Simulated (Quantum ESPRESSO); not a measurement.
## Ti2TaO5F3 (one run as intended and one with a planted mistake)

Computed values, not a measurement. The program is pw.x of Quantum ESPRESSO 7.5 (plane-wave density functional theory). The cell is made up: 11 atoms on a rutile lattice with one site empty, with randomly drawn elements, strain and displacements, not relaxed. PseudoDojo standard norm-conserving files (v0.5 for PBE, v0.4.1 for LDA and PBEsol) set the functional; there is no spin polarisation, spin-orbit coupling or dispersion term, and the masses in the input are unused placeholders.

Intended input:

```
&control calculation='scf', pseudo_dir='./dojo.nc.sr.pbe.v0_5.standard.upf', outdir='./o', disk_io='low', tprnfor=.true., tstress=.true. /
&system ibrav=0, nat=11, ntyp=4, nbnd=50, ecutwfc=84.00895049, nosym=.true., tot_charge=0,
 occupations='smearing', smearing='fd', degauss=0.0018374661
/
&electrons conv_thr=7.350e-09, electron_maxstep=60, /
ATOMIC_SPECIES
F 1.0 F.upf
O 1.0 O.upf
Ta 1.0 Ta.upf
Ti 1.0 Ti.upf
CELL_PARAMETERS angstrom
4.8446 0.0 0.0
0.0 4.8446 0.0
0.0 0.0 6.245
ATOMIC_POSITIONS angstrom
Ti 0.0732 0.107 0.044
Ta 2.4631 2.5095 1.5763
Ti 2.345 2.5543 4.7082
O 1.5045 1.4144 -0.1433
O 3.3932 3.3481 0.0536
O 3.9745 1.1046 1.5076
O 0.9421 4.0513 1.63
O 1.6042 1.6162 3.155
F 3.371 3.3251 2.9972
F 3.8134 0.9389 4.5651
F 0.9859 3.7725 4.7325
K_POINTS automatic
5 5 4 1 1 1
```

The log is shortened where brackets say so; the opening notice, blank lines, dates and the lines on written files are dropped, and the path of the files is cut. It prints rydbergs, bohrs and kilobars, and counts compression as positive stress. Where no state is partly filled, the Fermi energy that it prints is only some level between the filled and the empty states on the mesh, and need not lie in the true gap.

Log of the intended run:

```
     Program PWSCF v.7.5
     Parallel version (MPI & OpenMP), running on       4 processor cores
     Number of MPI processes:                 4
     Threads/MPI process:                     1
     [start-up lines left out]
     bravais-lattice index     =            0
     lattice parameter (alat)  =       9.1550  a.u.
     unit-cell volume          =     989.1107 (a.u.)^3
     number of atoms/cell      =           11
     number of atomic types    =            4
     number of electrons       =        88.00
     number of Kohn-Sham states=           50
     kinetic-energy cutoff     =      84.0090  Ry
     charge density cutoff     =     336.0358  Ry
     scf convergence threshold =      7.3E-09
     mixing beta               =       0.7000
     number of iterations used =            8  plain     mixing
     Exchange-correlation= PBE
                           (   1   4   3   4   0   0   0)
     [axes and pseudopotential details left out]
   Cartesian axes
     site n.     atom                  positions (alat units)
         1        Ti     tau(   1) = (   0.0151096   0.0220864   0.0090823  )
         2        Ta     tau(   2) = (   0.5084217   0.5179994   0.3253726  )
         3        Ti     tau(   3) = (   0.4840441   0.5272468   0.9718449  )
         4        O      tau(   4) = (   0.3105520   0.2919539  -0.0295793  )
         5        O      tau(   5) = (   0.7004087   0.6910994   0.0110639  )
         6        O      tau(   6) = (   0.8203980   0.2280064   0.3111918  )
         7        O      tau(   7) = (   0.1944639   0.8362507   0.3364571  )
         8        O      tau(   8) = (   0.3311316   0.3336086   0.6512406  )
         9        F      tau(   9) = (   0.6958263   0.6863518   0.6186682  )
        10        F      tau(  10) = (   0.7871444   0.1938034   0.9423069  )
        11        F      tau(  11) = (   0.2035049   0.7787021   0.9768608  )
     number of k points=    50  Fermi-Dirac smearing, width (Ry)=  0.0018
                       cart. coord. in units 2pi/alat
        k(    1) = (   0.1000000   0.1000000   0.0969696), wk =   0.0400000
        k(    2) = (   0.1000000   0.1000000   0.2909087), wk =   0.0400000
     [further k points left out]
     Dense  grid:   102933 G-vectors     FFT dimensions: (  54,  54,  72)
     Estimated max dynamical RAM per process >     291.73 MB
     Estimated total dynamical RAM >       1.07 GB
     Initial potential from superposition of free atoms
     starting charge      87.9959, renormalised to      88.0000
     Starting wfcs are   62 randomized atomic wfcs
     total cpu time spent up to now is        4.4 secs
     per-process dynamical memory:   225.3 Mb
     Self-consistent Calculation
     iteration #  1     ecut=    84.01 Ry     beta= 0.70
     Davidson diagonalization with overlap
     ethr =  1.00E-02,  avg # of iterations =  2.0
     total cpu time spent up to now is       11.9 secs
     total energy              =    -678.98532759 Ry
     estimated scf accuracy    <       5.01803621 Ry
     iteration #  2     ecut=    84.01 Ry     beta= 0.70
     Davidson diagonalization with overlap
     ethr =  5.70E-03,  avg # of iterations =  6.6
     total cpu time spent up to now is       26.5 secs
     total energy              =    -671.64359928 Ry
     estimated scf accuracy    <      96.81642291 Ry
     [iterations 3 to 19 left out]
     iteration # 20     ecut=    84.01 Ry     beta= 0.70
     Davidson diagonalization with overlap
     ethr =  5.87E-11,  avg # of iterations =  4.9
     total cpu time spent up to now is      181.6 secs
     total energy              =    -681.85342185 Ry
     estimated scf accuracy    <          8.7E-09 Ry
     iteration # 21     ecut=    84.01 Ry     beta= 0.70
     Davidson diagonalization with overlap
     ethr =  9.89E-12,  avg # of iterations =  4.9
     total cpu time spent up to now is      191.0 secs
     End of self-consistent calculation
     [lines on levels left out]
     the Fermi energy is     6.1687 ev
!    total energy              =    -681.85342185 Ry
     estimated scf accuracy    <          1.6E-09 Ry
     smearing contrib. (-TS)   =      -0.00000000 Ry
     internal energy E=F+TS    =    -681.85342185 Ry
     The total energy is F=E-TS. E is the sum of the following terms:
     one-electron contribution =    -308.10739714 Ry
     hartree contribution      =     189.93289479 Ry
     xc contribution           =    -138.50423342 Ry
     ewald contribution        =    -425.17468608 Ry
     convergence has been achieved in  21 iterations
     Forces acting on atoms (cartesian axes, Ry/au):
     atom    1 type  4   force =    -0.03104121    0.02084871    0.18076727
     atom    2 type  3   force =    -0.06606507   -0.08553782   -0.00604984
     atom    3 type  4   force =    -0.00129122   -0.15237027   -0.04475427
     atom    4 type  2   force =     0.01972934    0.05196145    0.00060823
     atom    5 type  2   force =    -0.00804891    0.02422489   -0.05405429
     atom    6 type  2   force =    -0.03703604    0.00799409   -0.10951689
     atom    7 type  2   force =     0.04279440   -0.04924984   -0.13695755
     atom    8 type  2   force =     0.05182706    0.07279941    0.02381899
     atom    9 type  1   force =     0.04455797    0.05684244    0.06517270
     atom   10 type  1   force =     0.00250826    0.01967253    0.06277246
     atom   11 type  1   force =    -0.01793459    0.03281443    0.01819320
     Total force =     0.371754     Total SCF correction =     0.000098
     Computing stress (Cartesian axis) and pressure
          total   stress  (Ry/bohr**3)                   (kbar)     P=     -142.70
  -0.00079445   0.00034747  -0.00000879         -116.87       51.11       -1.29
   0.00034747  -0.00086243  -0.00001990           51.11     -126.87       -2.93
  -0.00000879  -0.00001990  -0.00125322           -1.29       -2.93     -184.36
     init_run     :      4.12s CPU      4.29s WALL (       1 calls)
     electrons    :    185.31s CPU    186.59s WALL (       1 calls)
     forces       :      1.60s CPU      1.62s WALL (       1 calls)
     stress       :      5.36s CPU      5.52s WALL (       1 calls)
     [timing details left out]
     PWSCF        :   3m16.57s CPU   3m18.28s WALL
     JOB DONE.
```

A second run has one planted mistake: the smearing is too wide. The input lines that differ, file-writing options aside:

```
- &system ibrav=0, nat=11, ntyp=4, nbnd=50, ecutwfc=84.00895049, nosym=.true., tot_charge=0,
+ &system ibrav=0, nat=11, ntyp=4, nbnd=68, ecutwfc=84.00895049, nosym=.true., tot_charge=0,
-  occupations='smearing', smearing='fd', degauss=0.0018374661
+  occupations='smearing', smearing='fd', degauss=0.0235195662
```

Its log:

```
     Program PWSCF v.7.5
     Parallel version (MPI & OpenMP), running on       4 processor cores
     Number of MPI processes:                 4
     Threads/MPI process:                     1
     [start-up lines left out]
     bravais-lattice index     =            0
     lattice parameter (alat)  =       9.1550  a.u.
     unit-cell volume          =     989.1107 (a.u.)^3
     number of atoms/cell      =           11
     number of atomic types    =            4
     number of electrons       =        88.00
     number of Kohn-Sham states=           68
     kinetic-energy cutoff     =      84.0090  Ry
     charge density cutoff     =     336.0358  Ry
     scf convergence threshold =      7.3E-09
     mixing beta               =       0.7000
     number of iterations used =            8  plain     mixing
     Exchange-correlation= PBE
                           (   1   4   3   4   0   0   0)
     [axes and pseudopotential details left out]
   Cartesian axes
     site n.     atom                  positions (alat units)
         1        Ti     tau(   1) = (   0.0151096   0.0220864   0.0090823  )
         2        Ta     tau(   2) = (   0.5084217   0.5179994   0.3253726  )
         3        Ti     tau(   3) = (   0.4840441   0.5272468   0.9718449  )
         4        O      tau(   4) = (   0.3105520   0.2919539  -0.0295793  )
         5        O      tau(   5) = (   0.7004087   0.6910994   0.0110639  )
         6        O      tau(   6) = (   0.8203980   0.2280064   0.3111918  )
         7        O      tau(   7) = (   0.1944639   0.8362507   0.3364571  )
         8        O      tau(   8) = (   0.3311316   0.3336086   0.6512406  )
         9        F      tau(   9) = (   0.6958263   0.6863518   0.6186682  )
        10        F      tau(  10) = (   0.7871444   0.1938034   0.9423069  )
        11        F      tau(  11) = (   0.2035049   0.7787021   0.9768608  )
     number of k points=    50  Fermi-Dirac smearing, width (Ry)=  0.0235
                       cart. coord. in units 2pi/alat
        k(    1) = (   0.1000000   0.1000000   0.0969696), wk =   0.0400000
        k(    2) = (   0.1000000   0.1000000   0.2909087), wk =   0.0400000
     [further k points left out]
     Dense  grid:   102933 G-vectors     FFT dimensions: (  54,  54,  72)
     Estimated max dynamical RAM per process >     355.75 MB
     Estimated total dynamical RAM >       1.32 GB
     Initial potential from superposition of free atoms
     starting charge      87.9959, renormalised to      88.0000
     Starting wfcs are   62 randomized atomic wfcs +    6 random wfcs
     total cpu time spent up to now is        4.4 secs
     per-process dynamical memory:   276.1 Mb
     Self-consistent Calculation
     iteration #  1     ecut=    84.01 Ry     beta= 0.70
     Davidson diagonalization with overlap
     ethr =  1.00E-02,  avg # of iterations =  6.5
     total cpu time spent up to now is       16.7 secs
     total energy              =    -679.14814098 Ry
     estimated scf accuracy    <       4.83633488 Ry
     iteration #  2     ecut=    84.01 Ry     beta= 0.70
     Davidson diagonalization with overlap
     ethr =  5.50E-03,  avg # of iterations =  2.1
     total cpu time spent up to now is       29.5 secs
     total energy              =    -671.23206490 Ry
     estimated scf accuracy    <     101.57771699 Ry
     [iterations 3 to 17 left out]
     iteration # 18     ecut=    84.01 Ry     beta= 0.70
     Davidson diagonalization with overlap
     ethr =  1.24E-11,  avg # of iterations =  2.0
     total cpu time spent up to now is      188.2 secs
     total energy              =    -681.86205476 Ry
     estimated scf accuracy    <       0.00000006 Ry
     iteration # 19     ecut=    84.01 Ry     beta= 0.70
     Davidson diagonalization with overlap
     ethr =  1.24E-11,  avg # of iterations =  2.0
     total cpu time spent up to now is      198.3 secs
     End of self-consistent calculation
     [lines on levels left out]
     the Fermi energy is     6.2210 ev
!    total energy              =    -681.86205477 Ry
     estimated scf accuracy    <          4.7E-09 Ry
     smearing contrib. (-TS)   =      -0.03674642 Ry
     internal energy E=F+TS    =    -681.82530835 Ry
     The total energy is F=E-TS. E is the sum of the following terms:
     one-electron contribution =    -308.19527828 Ry
     hartree contribution      =     190.06285496 Ry
     xc contribution           =    -138.51819895 Ry
     ewald contribution        =    -425.17468608 Ry
     convergence has been achieved in  19 iterations
     Forces acting on atoms (cartesian axes, Ry/au):
     atom    1 type  4   force =    -0.02850682    0.02185523    0.16299831
     atom    2 type  3   force =    -0.06750582   -0.08749036   -0.00624830
     atom    3 type  4   force =     0.00398587   -0.14701828   -0.04247246
     atom    4 type  2   force =     0.01580767    0.04742654    0.00715682
     atom    5 type  2   force =    -0.00594569    0.02523853   -0.04713012
     atom    6 type  2   force =    -0.03702163    0.00906660   -0.10372294
     atom    7 type  2   force =     0.04257777   -0.04881307   -0.12996368
     atom    8 type  2   force =     0.04971251    0.06943788    0.01399894
     atom    9 type  1   force =     0.04447194    0.05678189    0.06250704
     atom   10 type  1   force =     0.00338231    0.01826862    0.06334586
     atom   11 type  1   force =    -0.02095811    0.03524642    0.01953052
     Total force =     0.353983     Total SCF correction =     0.000180
     Computing stress (Cartesian axis) and pressure
          total   stress  (Ry/bohr**3)                   (kbar)     P=     -136.40
  -0.00076079   0.00032849  -0.00000103         -111.92       48.32       -0.15
   0.00032849  -0.00082606  -0.00000981           48.32     -121.52       -1.44
  -0.00000103  -0.00000981  -0.00119483           -0.15       -1.44     -175.77
     init_run     :      4.18s CPU      4.35s WALL (       1 calls)
     electrons    :    188.93s CPU    193.91s WALL (       1 calls)
     forces       :      1.90s CPU      1.91s WALL (       1 calls)
     stress       :      6.30s CPU      6.42s WALL (       1 calls)
     [timing details left out]
     PWSCF        :   3m21.41s CPU   3m26.79s WALL
     JOB DONE.
```

|  | intended run | run with the mistake |
| --- | --- | --- |
| free energy (eV) | -9277.088 | -9277.206 |
| smearing term -TS (eV) | 0.0000 | -0.5000 |
| pressure (GPa) | -14.27 | -13.64 |
| largest force component (eV/Å) | 4.648 | 4.191 |
| largest change of a force component (eV/Å) |  | 0.457 |
| iterations | 21 | 19 |

For scale, a rerun of the intended cell at a cutoff of 1437 eV and k mesh 7 x 7 x 6 moved values by no more than 0.004 eV in energy, 0.03 GPa in stress and 0.003 eV/Å in force. The number of bands, nbnd, was set by rule from the electron count and the smearing, so it follows the mistake.